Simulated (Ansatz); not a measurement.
Here is the system:

MgZn₃S₄:
```cif
data_MgS4Zn3
_chemical_formula_sum 'Mg1 Zn3 S4'
_space_group_name_H-M_alt 'Pm'
_space_group_IT_number 6
_space_group_name_Hall 'P -2y'
_cell_length_a 6.27678
_cell_length_b 3.83276
_cell_length_c 6.66041
_cell_angle_alpha 90.000
_cell_angle_beta 90.043
_cell_angle_gamma 90.000
loop_
_space_group_symop_operation_xyz
  'x, y, z'
  'x, -y, z'
loop_
_atom_site_label
_atom_site_type_symbol
_atom_site_symmetry_multiplicity
_atom_site_Wyckoff_symbol
_atom_site_fract_x
_atom_site_fract_y
_atom_site_fract_z
_atom_site_occupancy
Mg1 Mg 1 a 0.49991 0.00000 0.66631 1
Zn1 Zn 1 b 0.49946 0.50000 0.16726 1
Zn2 Zn 1 b 0.99991 0.50000 0.83684 1
Zn3 Zn 1 a 0.99911 0.00000 0.32930 1
S1 S 1 a 0.11099 0.00000 0.66497 1
S2 S 1 b 0.12733 0.50000 0.16722 1
S3 S 1 b 0.63122 0.50000 0.84497 1
S4 S 1 a 0.62817 0.00000 0.32303 1
```

This is the PBEsol-relaxed structure.

All from DFT-PBEsol in the program Ansatz with PAW potentials, unless another level is named. Predict the formation energy from the elements (no fitted shifts).

-0.96 eV/atom.

Give the band gap.

2.30 eV (direct).

And the electron effective mass?

0.19 mₑ (isotropic).

Predict the hole effective mass.

0.18, 1.8, 2.0 mₑ (principal values).

Next, the weight of the valence-edge state by species (Voronoi cells)?

S 79 %, Zn 19 %, Mg 2 %.

And the valence-band maximum?

at Γ.

The workflow started from a Materials Project entry (that database holds measured and hypothetical structures alike); the Crystallography Open Database copy checked does not list it. With Mg and Zn taken as one species the cell has the higher symmetry P6_3mc, so it may be an ordered model of a mixed-site phase. Its standing as an ambient phase is unchecked. Symmetry was held in the PBEsol relaxation; of distortions, only those at the zone centre were tested. The references are the lowest solids computed at this level, not always the standard phases.

Potentials: the later of the program's two PAW sets.
